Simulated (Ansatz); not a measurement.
**Vibrational response of H at 1 GPa**

The calculation used Ansatz, DFT LDA, scalar-relativistic, plane waves, PAW. Settings: 420 eV plane-wave cutoff, Γ-centred 12×12×12 mesh, fixed occupations. No spin polarisation. Phonons by linear response, acoustic sum rule imposed.

The cell, relaxed at 1 GPa:
```
CELL_PARAMETERS angstrom
-1.34596 1.34596 1.86106
1.34596 -1.34596 1.86106
1.34596 1.34596 -1.86106
ATOMIC_POSITIONS crystal
H 0.89648 0.89648 0.00000
H 0.10352 0.10352 0.00000
```

The crystal is built of molecules and no dispersion correction was added, so the binding between them is poorly described, and with it their spacing and whatever depends on it.

Task: Is this structure stable against zone-centre distortions?

Result: Yes, at Γ: no optical mode is imaginary. Strains and other wave vectors aren't tested by this run.

Task: List the optical modes at Γ without the LO field (i marks imaginary ones).

Result:
| frequency (cm⁻¹) | degeneracy | IR intensity of the level ((D/Å)²/amu) |
| --- | --- | --- |
| 233 | 2 | 0.00 |
| 4080 | 1 | 0.00 |